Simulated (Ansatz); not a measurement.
Space group P4/mmm (No. 123). a = 3.192 Å, b = 3.192 Å, c = 4.370 Å, α = 90.00°, β = 90.00°, γ = 90.00°
```tsv
atom	site	symmetry	x	y	z
Sc	1a	4/mmm	0.0000	0.0000	0.0000
In	1d	4/mmm	0.5000	0.5000	0.5000
```

Equation of state of this ScIn structure (not necessarily the ground state), with shape and atoms relaxed at each volume where symmetry leaves them free. It has no gap at any of these volumes. Computed with DFT r2SCAN, scalar-relativistic, plane waves, PAW (Ansatz).

Cutoff 500 eV; k points 14×14×10 on the computed 2-atom cell (Γ-centred); Gaussian smearing, width 0.10 eV; collinear spin.

| V (Å³/atom) | E − E(largest V) (meV/atom) | P (GPa) |
| --- | --- | --- |
| 20.922 | 3.76 | 5.08 |
| 21.589 | -11.52 | 2.34 |
| 22.257 | -16.23 | 0.00 |
| 22.925 | -11.94 | -1.99 |
| 23.592 | 0.00 | -3.69 |

Q: Fit a third-order Birch–Murnaghan equation to E(V).

A: V0 = 22.25 Å³/atom, B0 = 72 GPa, B0' = 4.4.

The state reached may not be the lowest one.